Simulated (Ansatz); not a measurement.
# La$_{2}$TeN$_{2}$: single run (Ansatz)

The input file (Ansatz 0.2.0, plane waves):

```yaml
crystal:
  lattice:
    - [0.0, 4.169266, 0.0]
    - [4.169266, 0.0, 0.0]
    - [2.084633, 2.084633, -6.60722]
  atoms:
    - { symbol: La, position: [0.344, 0.344, 0.312] }
    - { symbol: La, position: [0.656, 0.656, 0.688] }
    - { symbol: Te, position: [0.0, 0.0, 0.0] }
    - { symbol: "N", position: [0.25, 0.75, 0.5] }
    - { symbol: "N", position: [0.75, 0.25, 0.5] }
  symmetry: { tolerance: 0.0003 }
kpoints:
  mp_grid: { grid: [5, 5, 5], shift: [0, 0, 0] }
magnetization:
  spin_polarized: false
scf:
  occupations: { method: fermi_dirac }
  n_extra_bands: 8
  mixing: { algorithm: anderson, beta: 0.7 }
hamiltonian:
  pseudopotentials: { kind: paw }
  xc: pbe
basis:
  ecutwfc: 420
output:
  forces: true
  stress: true
  eigenvalues: true
accuracy: high
```

The command:

```bash
ansatz run input.yaml --threads 1 --pin off --max-ram 2560MiB --backend cpu --events-out ev --progress --plain --runs-dir out
```

Origin of the cell: a known structure type with other elements, at an estimated volume, so it need not be a known compound.

The smearing width isn't typed, so it takes its default of 0.1 eV.

Output (shortened):

```
scf.n_extra_bands = 8 over 24 filled bands (N_el = 48.0): the run solves 32 bands
Pseudopotentials: kind: paw
Pseudopotential: La, paw, valence charge 11, recommended cutoff 420 eV (normal), La.paw.azcp
Pseudopotential: Te, paw, valence charge 16, recommended cutoff 420 eV (normal), Te.paw.azcp
Pseudopotential: N, paw, valence charge 5, recommended cutoff 420 eV (normal), N.paw.azcp
Functional definition: PBE
  exchange = pbe_x(kappa = kappa, mu = beta*pi^2/3)
  correlation = pbe_c(beta = beta)
Crystal: 5 atoms, lattice volume = 114.852 Å³
Basis set: ecut = 420 eV, 2211 PW (Γ), exchange–correlation on 64×64×120 points (8 copies of the dense FFT grid, shifted against one another)
Bands: 32, of which v1, the nominal top of the filled ones, is band 24 counted from 1 (23 counted from 0)
Symmetry: 16 space group operations
[… 8 lines left out …]
Initial density: superposition of atomic densities (neutral atoms: chi_scale 0, normalization atom), corrected by the library's trained network
Functional: x = pbe(κ = 0.804, μ = 0.219515), c = pbe(β = 0.066725)
SCF iter   1: F=—  HF=-20253.163189 eV  Δρ=7.66e-3  dr2=1.71e-1  defer=13
SCF iter   2: F=—  HF=-20253.164834 eV  Δρ=9.77e-3  dr2=1.88e-1  defer=16  κ⁻¹=1.0e0(r=1)
SCF iter   3: F=—  HF=-20253.147874 eV  Δρ=1.59e-3  dr2=9.11e-3  defer=16  κ⁻¹=1.1e-2(r=2)
SCF iter   4: F=—  HF=-20253.147564 eV  Δρ=3.55e-4  dr2=3.32e-4  defer=16  κ⁻¹=3.3e-4(r=3)
SCF iter   5: F=—  HF=-20253.147577 eV  Δρ=1.52e-4  dr2=7.63e-5  defer=16  κ⁻¹=4.8e-5(r=4)
SCF iter   6: F=—  HF=-20253.147581 eV  Δρ=6.13e-5  dr2=1.09e-5  defer=17  κ⁻¹=1.0e-5(r=5)
SCF iter   7: F=—  HF=-20253.147582 eV  Δρ=2.82e-5  dr2=1.38e-6  defer=17  κ⁻¹=1.4e-6(r=6)
SCF iter   8: F=—  HF=-20253.147582 eV  Δρ=9.49e-6  dr2=1.50e-7  defer=17  κ⁻¹=6.5e-8(r=7)
SCF iter   9: F=-20253.147582 eV  HF=-20253.147582 eV  Δρ=3.98e-6  dr2=4.02e-8  κ⁻¹=1.3e-8(r=7)
SCF iter  10: F=—  HF=-20253.147582 eV  Δρ=7.23e-7  dr2=8.20e-10  κ⁻¹=6.7e-7(r=7)
SCF iter  11: F=—  HF=-20253.147582 eV  Δρ=4.11e-7  dr2=1.97e-10  κ⁻¹=1.5e-7(r=7)
SCF iter  12: F=-20253.147582 eV  HF=-20253.147582 eV  Δρ=1.03e-7  dr2=1.09e-11
SCF 1 converged in 12 iterations: F = -20253.147582 eV  dr2 = 1.09e-11
SCF converged after 12 iterations
Stability not checked: this state was not tested for a lower state beside it, because the mixer in use, unlike msr1, does not test its closes by its own steps (another_mixer; see scf.mixing.algorithm and scf.lower_state_search)
Free energy (F): -20253.147582 eV
Harris-Foulkes:  -20253.147582 eV  (|F-HF|=1.09e-11)
Internal energy: -20252.974396 eV  (E = F + TS)
E sigma→0 (E₀):  -20253.060989 eV
Entropy (-TS):   -0.173186 eV (-34.637 meV/atom)
Fermi energy:    9.382551 eV
--- Per-component energies (eV) ---
  E_band       = -290.009379
  E_kinetic    = 820.793317
  E_local      = -2263.059458  (includes V_loc(G=0)·N_el)
  E_nonlocal   = -24.921809
  E_hartree    = 1137.116052
  E_xc         = -522.684728
  E_vxc        = -551.339424  (∫ρ·V_xc dr)
  E_paw        = -15749.928987  (= ΣΔE_a)
  E_vpaw       = -545.714058  (= ΣTr[D̂ρ^β])
  E_aug_tail   = -0.000023  (compensation charges beyond the density's cutoff)
  E_ewald      = -3650.288761
  E_smearing   = -0.173186  (= −TS)
  Σ components = -20253.147582   (vs F -20253.147582, Δ=0.00e0)
--- Forces (eV/Å), atoms counted from 1 ---
  atom   1  La     0.000000     0.000000    -0.657757
  atom   2  La     0.000000     0.000000     0.657757
  atom   3  Te    -0.000000    -0.000000     0.000000
  atom   4  N      0.000000     0.000000     0.000000
  atom   5  N      0.000000     0.000000    -0.000000
  max |Σ_I F_I| component: 0.0 eV/Å
--- Stress (GPa, compression-positive) ---
       -1.680274       0.000000       0.000000
        0.000000      -1.680274       0.000000
        0.000000       0.000000       1.456912
  P = ⅓ Tr σ = -0.6345 GPa (-6.345 kbar)
```

Caveats: no spin, though holes on the anions or broken bonds may carry moments; no spin-orbit coupling, though heavy elements are present; the k mesh is coarse if the cell is a metal.

The run took 6.8 s on 1 thread of Arm Neoverse V1, with other jobs on the host, peak memory 0.4 GiB, from the program's own first density.
